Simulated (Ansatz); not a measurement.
**Electric field gradients in BaWO4**

These are results of Ansatz 0.2.0, DFT PBEsol, scalar-relativistic, plane waves, PAW, not measurements. Cutoff 420 eV, 6×6×6 k-points (Γ-centred), fixed occupations. No spin polarisation.

The cell, relaxed at this level:
```
CELL_PARAMETERS angstrom
3.96325 -6.27635 -0.02549
3.96325 6.27635 -0.02549
-3.93665 0.00000 3.98963
ATOMIC_POSITIONS crystal
Ba 0.87500 0.12500 0.75000
Ba 0.12500 0.87500 0.25000
W 0.37503 0.62497 0.75000
W 0.62497 0.37503 0.25000
O 0.57607 0.16708 0.35280
O 0.83292 0.42393 0.14720
O 0.42393 0.83292 0.64720
O 0.16708 0.57607 0.85280
O 0.22332 0.31429 0.39038
O 0.68571 0.77668 0.10962
O 0.77668 0.68571 0.60962
O 0.31429 0.22332 0.89038
```

Spin–orbit coupling is left out, which matters for gradients at heavy nuclei.

Problem. Give V_zz (10²¹ V/m²) and the asymmetry η at each distinct site.

Solution.
```
       atom V_zz     η
Ba (atom 1)  -5.55  0.01
 W (atom 3)   9.23  0.01
 O (atom 5)   1.57  0.41
```

Whether BaWO4 exists in this form wasn't checked.

Cost: 1 run of about 0.73 core-minutes, on Arm Neoverse V1 (shared hosts).